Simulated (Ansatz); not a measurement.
# Data sheet: MnBr2 (DFT)

MnBr₂:
```xyz
3
Lattice="1.9249 1.1113 6.3232 -1.9249 1.1113 6.3232 0.0000 -2.2227 6.3232" Properties=species:S:1:pos:R:3 pbc="T T T"
Mn     0.0000     0.0000     0.0000
Br     0.0000     0.0000    14.1559
Br     0.0000     0.0000     4.8136
```
The run is spin-polarised; directions of the spins, atom by atom: ↑ 0 0.

Space group R-3m (No. 166); conventional cell a = b = 3.850 Å, c = 18.970 Å, α = β = 90.00°, γ = 120.00°.

Method: plane-wave PAW r²SCAN+D4 (Ansatz code). The cell and atoms are relaxed at this level. Other levels are named where they apply.

**Cell and energy**

```json
{
 "volume_per_atom": "27.05 Å³",
 "density": "4.39 g/cm³",
 "Formation energy from the elements (no fitted shifts)": "-120 kJ/mol of atoms"
}
```

**Electronic structure**

```json
{
  "band_gap": "2.51 eV (indirect)",
  "valence_band_maximum": "at T",
  "conduction_band_minimum": "at F (3 equivalent valleys)",
  "smallest_direct_gap_on_the_standard_path": "2.60 eV",
  "electron_effective_mass": "0.62, 1.6, 4.2 mₑ (principal values)"
}
```

**Magnetism**

```json
{
 "magnetic_order": "ferromagnetic",
 "net_moment": "1.67 μB per atom"
}
```

**Mechanics**

```json
{
 "Bulk modulus (Birch–Murnaghan fit)": "16.6 GPa",
 "Pressure derivative B′": "11.8"
}
```

**Charges**

```json
{
 "bader_charges": "Mn +1.33, Br -0.66 e"
}
```

The workflow started from a Materials Project entry (that database holds measured and hypothetical structures alike); the Crystallography Open Database copy checked does not list it. COD files the formula under space group No. 164. Its standing as an ambient phase is unchecked. The r²SCAN+D4 relaxation kept the symmetry of its start; whether a distortion lowers the energy is not shown. Spin order of the final state: ferromagnetic, chosen from 4 collinear starts compared on coarse meshes (ties went to the first, and starts can fall back to one state), not a proven ground state. Other orbital occupations within this spin state were not tried. No Hubbard U is applied. The references are the lowest solids computed at this level, not always the standard phases. The manganese reference at this level is a Cmcm phase, not α-Mn. Scalar-relativistic: spin–orbit coupling is off unless named, which matters more the heavier the elements.

Potentials: the later of the program's two PAW sets.
